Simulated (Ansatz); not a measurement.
Ansatz 0.2.0, settings compared: Rb$_{2}$LiOsO$_{6}$

input.yaml:

```yaml
crystal:
  lattice:
    - [0.0, 4.199657, 4.199657]
    - [4.199657, 0.0, 4.199657]
    - [4.199657, 4.199657, 0.0]
  atoms:
    - { symbol: Li, position: [0.5, 0.5, 0.5] }
    - { symbol: Rb, position: [0.25, 0.25, 0.25] }
    - { symbol: Rb, position: [0.75, 0.75, 0.75] }
    - { symbol: Os, position: [0.0, 0.0, 0.0] }
    - { symbol: O, position: [0.767, 0.233, 0.233] }
    - { symbol: O, position: [0.233, 0.767, 0.233] }
    - { symbol: O, position: [0.233, 0.767, 0.767] }
    - { symbol: O, position: [0.767, 0.233, 0.767] }
    - { symbol: O, position: [0.233, 0.233, 0.767] }
    - { symbol: O, position: [0.767, 0.767, 0.233] }
  symmetry: { tolerance: 0.0003 }
kpoints:
  mp_grid: { grid: [4, 4, 4], shift: [0, 0, 0] }
magnetization:
  spin_polarized: false
scf:
  occupations: { method: fermi_dirac }
hamiltonian:
  pseudopotentials: { kind: paw }
  xc: pbe
basis:
  ecutwfc: 420
output:
  forces: true
  stress: true
  eigenvalues: true
```

The command:

```bash
ansatz run input.yaml --threads 1 --pin off --max-ram 2560MiB --backend cpu --events-out ev --progress --plain --runs-dir out
```

Origin of the cell: a known structure type with other elements, at an estimated volume, so it need not be a known compound.

The smearing width isn't typed, so it takes its default of 0.1 eV.

Output of this run (shortened):

```
Pseudopotentials: kind: paw
Pseudopotential: Li, paw, valence charge 3, recommended cutoff 420 eV (normal), Li.paw.azcp
Pseudopotential: Rb, paw, valence charge 9, recommended cutoff 420 eV (normal), Rb.paw.azcp
Pseudopotential: Os, paw, valence charge 16, recommended cutoff 420 eV (normal), Os.paw.azcp
Pseudopotential: O, paw, valence charge 6, recommended cutoff 420 eV (normal), O.paw.azcp
Functional definition: PBE
  exchange = pbe_x(kappa = kappa, mu = beta*pi^2/3)
  correlation = pbe_c(beta = beta)
Crystal: 10 atoms, lattice volume = 148.140 Å³
Basis set: ecut = 420 eV, 2891 PW (Γ), exchange–correlation on 80×80×80 points (8 copies of the dense FFT grid, shifted against one another)
Bands: 47, of which v1, the nominal top of the filled ones, is band 37 counted from 1 (36 counted from 0)
Symmetry: 48 space group operations
[… 10 lines left out …]
Initial density: superposition of atomic densities (neutral atoms: chi_scale 0, normalization atom), corrected by the library's trained network
Functional: x = pbe(κ = 0.804, μ = 0.219515), c = pbe(β = 0.066725)
SCF iter   1: F=—  HF=-21525.759666 eV  Δρ=1.80e-3  dr2=9.08e-3  defer=6
SCF iter   2: F=—  HF=-21525.783708 eV  Δρ=7.57e-3  dr2=1.66e-1  defer=16
SCF iter   3: F=—  HF=-21525.762173 eV  Δρ=8.95e-4  dr2=1.88e-3  defer=16
SCF iter   4: F=—  HF=-21525.761897 eV  Δρ=9.70e-5  dr2=8.47e-6  defer=16
SCF iter   5: F=—  HF=-21525.761865 eV  Δρ=1.39e-5  dr2=2.59e-7  defer=16
SCF iter   6: F=-21525.761865 eV  HF=-21525.761865 eV  Δρ=3.68e-6  dr2=1.57e-8
SCF 1 converged in 6 iterations: F = -21525.761865 eV  dr2 = 1.57e-8
SCF converged after 6 iterations
Free energy (F): -21525.761865 eV
Harris-Foulkes:  -21525.761865 eV  (|F-HF|=5.20e-10)
Internal energy: -21525.542209 eV  (E = F + TS)
E sigma→0 (E₀):  -21525.652037 eV
Entropy (-TS):   -0.219656 eV (-21.966 meV/atom)
Fermi energy:    5.048913 eV
--- Per-component energies (eV) ---
  E_band       = -642.528854
  E_kinetic    = 1987.034616
  E_local      = -5418.234800  (includes V_loc(G=0)·N_el)
  E_nonlocal   = 599.963635
  E_hartree    = 1907.335424
  E_xc         = -973.059673
  E_vxc        = -1125.268756  (∫ρ·V_xc dr)
  E_paw        = -15209.748538  (= ΣΔE_a)
  E_vpaw       = -500.716036  (= ΣTr[D̂ρ^β])
  E_aug_tail   = 0.014137  (compensation charges beyond the density's cutoff)
  E_ewald      = -4418.847010
  E_smearing   = -0.219656  (= −TS)
  Σ components = -21525.761865   (vs F -21525.761865, Δ=0.00e0)
--- Forces (eV/Å), atoms counted from 1 ---
  atom   1  Li     0.000000    -0.000000     0.000000
  atom   2  Rb     0.000000    -0.000000     0.000000
  atom   3  Rb     0.000000    -0.000000    -0.000000
[… 2 lines left out …]
  atom   6  O      0.000000    -2.495685    -0.000000
  atom   7  O      2.495685     0.000000    -0.000000
  atom   8  O     -0.000000     2.495685     0.000000
  atom   9  O     -0.000000     0.000000    -2.495685
  atom  10  O      0.000000    -0.000000     2.495685
  max |Σ_I F_I| component: 8.88e-16 eV/Å
--- Stress (GPa, compression-positive) ---
       -9.480129       0.000000       0.000000
       -0.000000      -9.480129      -0.000000
        0.000000      -0.000000      -9.480129
  P = ⅓ Tr σ = -9.4801 GPa (-94.801 kbar)
```

The same input was run again with these changes:

1. `hamiltonian.hubbard` default → { sites: [{ species: Os, l: d, u_eff: 4.0 }], double_counting: amf }; `scf.occupations.method` fermi_dirac → gaussian; `scf.occupations.width` default → 0.005
2. `scf.initial_density.chi_scale` default → 0.3; `basis.ecutwfc` 420 → "250 eV"; `scf.lower_state_search` default → standard
3. `basis.ecutwfc` 420 → "400 eV"
4. `total_charge` default → -1; `magnetization` { spin_polarized: false } → { spin_polarized: true } (starts: small); typed moments: Li1 0.2, Rb2 0.2, Rb3 0.2, Os4 0.2, O5 0.2, O6 0.2, O7 0.2, O8 0.2, O9 0.2, O10 0.2

```
 run        end  SCF iterations  P (GPa)  max force component (eV/Å)  moment (μB)  ΔE(σ→0) (meV/atom)
base  converged               6    -9.48                       2.496            –                   0
   1  converged               9    -9.53                       2.454            –                   –
   2  converged              11   -10.33                       2.918            –             1170.78
   3  converged               6    -9.48                       2.494            –                4.62
   4  converged              11        –                       2.210         0.00                   –
```

Energies are compared only where functional, datasets, charge and starting cell are the same.

Not properties of the system: run 2 (too coarse or loose: `basis.ecutwfc` = "250 eV").

Caveats of the base run: no moments, though an odd count or open d shells may carry them; no spin-orbit coupling, though heavy elements are present; the k mesh is coarse if the cell is a metal.

Run 2: the cutoff lies below the datasets' advice.
Run 3: the cutoff lies below the datasets' advice.
Run 4: a starting moment was lost; charged cell with a uniform background, whose pressure depends on convention.

The base run took 3.9 s on 1 thread of Arm Neoverse V1 (shared host), peak memory 0.4 GiB, from the program's own first density.
